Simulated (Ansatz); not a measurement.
KRb2VF6: input and output

The input, for Ansatz 0.2.0 (plane waves, PAW):

```yaml
crystal:
  lattice:
    - [0.0, 4.530139, 4.530139]
    - [4.530139, 0.0, 4.530139]
    - [4.530139, 4.530139, 0.0]
  atoms:
    - { symbol: F, position: [0.785, 0.215, 0.215] }
    - { symbol: F, position: [0.215, 0.785, 0.215] }
    - { symbol: F, position: [0.215, 0.785, 0.785] }
    - { symbol: F, position: [0.785, 0.215, 0.785] }
    - { symbol: F, position: [0.215, 0.215, 0.785] }
    - { symbol: F, position: [0.785, 0.785, 0.215] }
    - { symbol: K, position: [0.5, 0.5, 0.5] }
    - { symbol: V, position: [0.0, 0.0, 0.0] }
    - { symbol: Rb, position: [0.25, 0.25, 0.25] }
    - { symbol: Rb, position: [0.75, 0.75, 0.75] }
  symmetry: { tolerance: 0.0003 }
kpoints:
  mp_grid: { grid: [7, 7, 7], shift: [0, 0, 0] }
  band_path:
    path:
      - [0.0, 0.0, 0.0]
      - [0.5, 0.0, 0.5]
      - [0.625, 0.25, 0.625]
      - [0.375, 0.375, 0.75]
      - [0.0, 0.0, 0.0]
      - [0.5, 0.5, 0.5]
      - [0.5, 0.25, 0.75]
      - [0.5, 0.0, 0.5]
    npoints: 8
magnetization:
  spin_polarized: false
scf:
  occupations: { method: fermi_dirac, width: 0.1469 }
  lower_state_search: "off"
  max_iter: 200
hamiltonian:
  pseudopotentials: { kind: paw }
  xc: r2scan
basis:
  ecutwfc: 500
  fft_grid_basis: typed
output:
  forces: true
  stress: true
  eigenvalues: true
  bader: true
  populations: true
  elf: true
  write_potential: true
  volumetric_format: npy
  dos:
    e_range: [-12, 8]
    de: 0.05
    projected: { site_lists: { F: [F], K: [K], Rb: [Rb], V: [V] } }
checkpoint:
  read: saved_state
```

The run starts from an earlier solution of this cell. 

Excerpt of what it printed:

```
band count auto-derived: 52 (N_el = 82.0; filled up to band 41; 51 by the electrons, moments and atoms)
Pseudopotentials: kind: paw
Pseudopotential: F, paw, valence charge 7, recommended cutoff 500 eV (meta_gga), F.paw.azcp
Pseudopotential: K, paw, valence charge 9, recommended cutoff 500 eV (meta_gga), K.paw.azcp
Pseudopotential: V, paw, valence charge 13, recommended cutoff 500 eV (meta_gga), V.paw.azcp
Pseudopotential: Rb, paw, valence charge 9, recommended cutoff 500 eV (meta_gga), Rb.paw.azcp
Functional definition: r2SCAN
  exchange = r2scan_x(k0 = k0, k1 = k1, a1 = a1)
  correlation = r2scan_c
Crystal: 10 atoms, lattice volume = 185.936 Å³
Basis set: ecut = 500 eV, 4693 PW (Γ), exchange–correlation on 192×192×192 points (64 copies of the dense FFT grid, shifted against one another)
Bands: 52, of which v1, the nominal top of the filled ones, is band 41 counted from 1 (40 counted from 0)
Symmetry: 48 space group operations
Space group: Fm-3m (ITA 225), of the structure as read, at distance tolerance 1.7e-3 Å
k-points: 20 of 343
Initial density: read from a saved state, or passed on in memory by an earlier SCF of this step, an earlier step, the calling program or the single point that the run made first
Functional: x = r2scan, c = r2scan; τ floored in thin density (d = 2e-4 eV/Å³)
SCF iter   1: F=-15887.2515 eV  Δρ=7.81e-4  dr2=3.64e-4  dr2_τ=1.18e-3
SCF iter   2: F=-15887.2517 eV  Δρ=2.45e-4  dr2=1.25e-4  dr2_τ=5.31e-6
SCF iter   3: F=-15887.2518 eV  Δρ=2.14e-4  dr2=8.42e-5  dr2_τ=2.44e-6
SCF iter   4: F=-15887.2516 eV  Δρ=1.15e-4  dr2=3.36e-5  dr2_τ=9.96e-7
SCF iter   5: F=-15887.2516 eV  Δρ=3.44e-5  dr2=1.73e-6  dr2_τ=1.81e-7
SCF iter   6: F=-15887.2516 eV  Δρ=4.76e-6  dr2=2.00e-8  dr2_τ=1.18e-8
Free energy (F): -15887.2516 eV
Harris-Foulkes:  -15887.2516 eV  (|F-HF|=9.48e-9)
Internal energy: -15886.6930 eV  (E = F + TS)
E sigma→0 (E₀):  -15886.9723 eV
Entropy (-TS):   -0.5586 eV (-55.862 meV/atom)
Fermi energy:    6.5672 eV
--- Per-component energies (eV) ---
  E_band       = -830.0469
  E_kinetic    = 2222.2726
  E_local      = -7724.7869  (includes V_loc(G=0)·N_el)
  E_nonlocal   = 747.5818
  E_hartree    = 2961.0311
  E_xc         = -986.6224
  E_vxc        = -1372.3151  (∫ρ·V_xc dr)
  E_paw        = -8394.7877  (= ΣΔE_a)
  E_vpaw       = -717.2941  (= ΣTr[D̂ρ^β])
  E_aug_tail   = 0.0063  (compensation charges beyond the density's cutoff)
  E_vtau       = 92.4180  (kinetic-family band-sum trace: ∫τ·v_τ [+ j·A + Jᵃ·Aᵃ] dr)
  E_ewald      = -4710.4436
  E_core_change = -0.9442  (= ΣΔE_core)
  E_smearing   = -0.5586  (= −TS)
--- Stress (GPa, compression-positive) ---
       -2.4183       0.0000       0.0000
        0.0000      -2.4183       0.0000
        0.0000       0.0000      -2.4183
  P = ⅓ Tr σ = -2.4183 GPa (-24.183 kbar)
--- Löwdin populations: 10 sites ---
  site symbol       q [e]
     0      F      7.6417
     1      F      7.6417
     2      F      7.6417
     3      F      7.6417
     4      F      7.6417
     5      F      7.6417
     6      K      8.1672
     7      V     11.4865
     8     Rb      8.1135
     9     Rb      8.1135
  spilling = 0.0033 (of n_electrons = 82.0000)
--- Bader charges: 10 sites ---
  site symbol  charge [e]  shift [e]
     0      F     -0.8003     0.0002
     1      F     -0.8003     0.0002
     2      F     -0.8003     0.0002
     3      F     -0.8003     0.0002
     4      F     -0.8003     0.0002
     5      F     -0.8003     0.0002
     6      K      0.8902     0.0000
     7      V      2.0684     0.0009
     8     Rb      0.9215     0.0000
     9     Rb      0.9215     0.0000
```

Origin: a known structure type with other elements, at an estimated volume, so it need not be a known compound. Caveats: no spin polarisation, so a magnetic state may lie lower.
